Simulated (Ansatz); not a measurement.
Level of theory: DFT PBE, scalar-relativistic, plane waves, PAW in Ansatz. Settings of the last relaxation (6-atom cell): 420 eV, 10×10×6 k points, Gaussian smearing of 0.10 eV, no spin polarisation.

The zero of energy is the elements' standard structures at the same level (O₂ as a molecule); no fitted shifts are applied.

**Question.** Suggest a trial structure for a tetragonal metal with formula Ga2Ge3O, with a formation energy near −0.17 eV/atom and about 19 Å³ per atom, in a cell of 6 atoms. Its symmetry should be P4mm (No. 99).

**Answer.** Ga2Ge3O, space group P4mm (No. 99). Around Ga on its first site lie 2 Ge at 2.63–2.64 Å and 4 O at 2.66 Å; around Ga on its second site lie 1 O at 2.09 Å and 4 Ge at 2.73 Å; Ge on its first site is surrounded by 5 Ge at 2.60–2.72 Å and 1 Ga at 2.64 Å; O is surrounded by 1 Ge at 1.94 Å, 1 Ga at 2.09 Å and 4 Ga at 2.66 Å; 2 more sites not described.

```cif
data_structure
_symmetry_space_group_name_H-M 'P4mm'
_symmetry_Int_Tables_number 99
_cell_length_a 3.7564
_cell_length_b 3.7564
_cell_length_c 7.8689
_cell_angle_alpha 90.000
_cell_angle_beta 90.000
_cell_angle_gamma 90.000
_cell_volume 111.03
loop_
_atom_site_label
_atom_site_type_symbol
_atom_site_symmetry_multiplicity
_atom_site_Wyckoff_symbol
_atom_site_fract_x
_atom_site_fract_y
_atom_site_fract_z
_atom_site_occupancy
Ga1 Ga 1 a 0.00000 0.00000 0.08660 1
Ga2 Ga 1 b 0.50000 0.50000 0.33907 1
Ge1 Ge 1 a 0.00000 0.00000 0.75173 1
Ge2 Ge 1 a 0.00000 0.00000 0.42129 1
Ge3 Ge 1 b 0.50000 0.50000 0.82765 1
O1 O 1 b 0.50000 0.50000 0.07365 1
```

- Volume per atom: 18.51 Å³
- Density: 5.58 g/cm³
- Formation energy: −0.17 eV/atom
- Gap on the 10×10×6 mesh of the 6-atom cell: 0 eV (a metal)

The structure comes from a generated guess, relaxed at this level; another structure or a mixture of phases may lie lower. The answer needn't be unique; the calculation gave this one.

Symmetry constrained the relaxation, so the result can be a saddle point.
